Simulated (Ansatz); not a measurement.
## Ru, diamond: geometry optimisation

Computed with DFT, r2SCAN, plane waves (500 eV) with PAW, scalar-relativistic in Ansatz 0.2.0. (PAW data from PBE, frozen cores regenerated.)

k-point mesh 10×10×10, Fermi-Dirac smearing 0.05 eV, starting moments 1.00 ×2 μB. Cell and atoms relax.

Starting structure:

```
CELL_PARAMETERS angstrom
0.00000 2.63517 2.63517
2.63517 0.00000 2.63517
2.63517 2.63517 0.00000
ATOMIC_POSITIONS crystal
Ru 0.12500 0.12500 0.12500
Ru 0.87500 0.87500 0.87500
```

Q: What cell does the relaxation end in?

A: Fd-3m with a = 5.413 Å; 19.83 Å³ per atom against 18.30 at the start (8.4 %).

Q: How much energy does the relaxation gain?

A: 76.5 meV per atom.

Q: Which magnetic state does it end in?

A: non-magnetic.
